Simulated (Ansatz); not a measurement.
This run works on a proposed trial structure, not on a known crystal.

Input and command of a plane-wave DFT calculation in Ansatz:

```yaml
crystal:
  lattice:
    - [6.2000475616, -3.5796232295, 0.0]
    - [6.2000475616, 3.5796232295, 0.0]
    - [0.0, 0.0, 6.6875029695]
  atoms:
    - { symbol: Mg, position: [0.166053045, 0.497839393, 0.5014278912] }
    - { symbol: Mg, position: [0.833946955, 0.502160607, 0.0014278912] }
    - { symbol: Mg, position: [0.497839393, 0.166053045, 0.0014278912] }
    - { symbol: Mg, position: [0.502160607, 0.833946955, 0.5014278912] }
    - { symbol: Cd, position: [0.8295542717, 0.1704457283, 0.501970386] }
    - { symbol: Cd, position: [0.1704457283, 0.8295542717, 0.001970386] }
    - { symbol: S, position: [0.8240633846, 0.1759366154, 0.1135385381] }
    - { symbol: S, position: [0.1671814364, 0.4890671444, 0.1283176468] }
    - { symbol: S, position: [0.8328185636, 0.5109328556, 0.6283176468] }
    - { symbol: S, position: [0.1759366154, 0.8240633846, 0.6135385381] }
    - { symbol: S, position: [0.4890671444, 0.1671814364, 0.6283176468] }
    - { symbol: S, position: [0.5109328556, 0.8328185636, 0.1283176468] }
basis:
  ecutwfc: 420
kpoints:
  mp_grid: { grid: [6, 6, 4] }
hamiltonian:
  xc: pbe
scf:
  occupations: { method: gaussian, width: 0.02 }
output:
  forces: true
  stress: true
  eigenvalues: true
relax:
  adjacent_minimum: "off"
  f_tol: 0.01
  max_steps: 30
  cell: { stress_tol: 0.1, fix: [volume] }
```

```bash
ansatz run input.yaml --threads 1 --pin off --max-ram 2560MiB --backend cpu --events-out ev --progress --plain --runs-dir out
```

Processor: Intel(R) Xeon(R) 6975P-C (Granite Rapids), 1 thread, on a host shared with other jobs.

How long does it run, and how much memory does it take?

About 92 s, peak memory 0.87 GiB. It solves 70 bands at 39 k points (after reduction by symmetry) with about 5861 plane waves, in 16 SCF iterations over 3 ionic steps.
